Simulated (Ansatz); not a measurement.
# Profile along the Au–Au line in Au (fcc, Cu type)

Au (fcc, Cu type)

```cif
data_Au
_chemical_formula_sum 'Au1'
_space_group_name_H-M_alt 'P 1'
_space_group_IT_number 1
_cell_length_a 2.93962
_cell_length_b 2.93962
_cell_length_c 2.93962
_cell_angle_alpha 60.000
_cell_angle_beta 60.000
_cell_angle_gamma 60.000
loop_
_space_group_symop_operation_xyz
  'x, y, z'
loop_
_atom_site_label
_atom_site_type_symbol
_atom_site_fract_x
_atom_site_fract_y
_atom_site_fract_z
_atom_site_occupancy
Au1 Au 0.00000 0.00000 0.00000 1
```

Fields along a shortest Au–Au line of a {110} plane (2.94 Å), from Au to Au, interpolated on the slice's grid (step about 0.2 Å). Computed with PBE (plane waves to 420 eV, PAW, scalar-relativistic; Ansatz, a quantum-chemistry and plane-wave program). k mesh 19×19×19. Near the nuclei the fields are pseudised (PAW); where an atom keeps semicore shells as valence, they peak there. Au was relaxed with its symmetry unable to fall. Spin-orbit coupling is left out, though Au is heavy. The PAW data are Ansatz's earlier set.

```
distance from Au (Å)  valence electron density (e/Å³)  electron localisation function
--------------------  -------------------------------  ------------------------------
0.00                                            15.84                               x
0.29                                            11.82                               x
0.59                                             5.77                            0.52
0.88                                             1.46                            0.41
1.18                                             0.42                            0.25
1.47                                             0.26                            0.20
1.76                                             0.42                            0.25
2.06                                             1.46                            0.41
2.35                                             5.77                            0.52
2.65                                            11.82                               x
2.94                                            15.84                               x
```

x: too close to a nucleus for the ELF to mean much.

Density on the Au–Au line (2.94 Å) at its midpoint: 0.26 e/Å³. ELF at that point: 0.2.
